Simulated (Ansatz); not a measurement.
The start is a generated trial cell of C in the diamond structure type. The structure is fully relaxed (lattice and positions, P = 0) with r2SCAN (plane waves to 500 eV, PAW, scalar-relativistic; Ansatz, an electronic-structure program). The first steps use a coarse 11×11×11 k-mesh.

Initial structure:
```yaml
crystal:
  lattice:
    - [0.00000, 1.78500, 1.78500]
    - [1.78500, 0.00000, 1.78500]
    - [1.78500, 1.78500, 0.00000]
  atoms:
    - { symbol: C, position: [0.50000, 0.50000, 0.50000] }
    - { symbol: C, position: [0.75000, 0.75000, 0.75000] }
```

Task: What pressure does the first self-consistent step give?

Result: -3.6 GPa (negative: the cell is under tension).

Task: How much energy is released per atom?

Result: 1 meV/atom.

Task: How does the volume change?

Result: -0.8 %, from 5.69 to 5.64 Å³/atom.

Task: How do the shortest distances between atoms change?

Result: The closest pairs of elements (up to four, under 3.6 Å), start → end: C–C 1.55 → 1.54 Å.

Task: Is the relaxed structure metallic? Give its gap.

Result: 4.36 eV, indirect (valence top at Γ, conduction bottom at 71 % of the way from Γ to X) (no spin-orbit coupling).

Task: Write out the relaxed structure.

Result: 
Space group Fd-3m, origin choice 1 (No. 227); a = 3.5603 Å, b = 3.5603 Å, c = 3.5603 Å, α = 90.00°, β = 90.00°, γ = 90.00°

```json
[
 {"atom": "C", "site": "8a", "symmetry": "-43m", "x": "0.0000", "y": "0.0000", "z": "0.0000"}
]
```
(The calculation used a cell of 2 atoms; values per cell refer to that cell.)

The space group stays Fd-3m (No. 227) (the run could not lower it); the end is diamond type, with 2 atoms in the primitive cell. Final values are on a 16×16×16 k-mesh of the relaxed cell. No spin polarisation in the result.

The run could not lose the symmetry of its start.

All atoms sit on sites fixed by symmetry, so only the cell could relax.
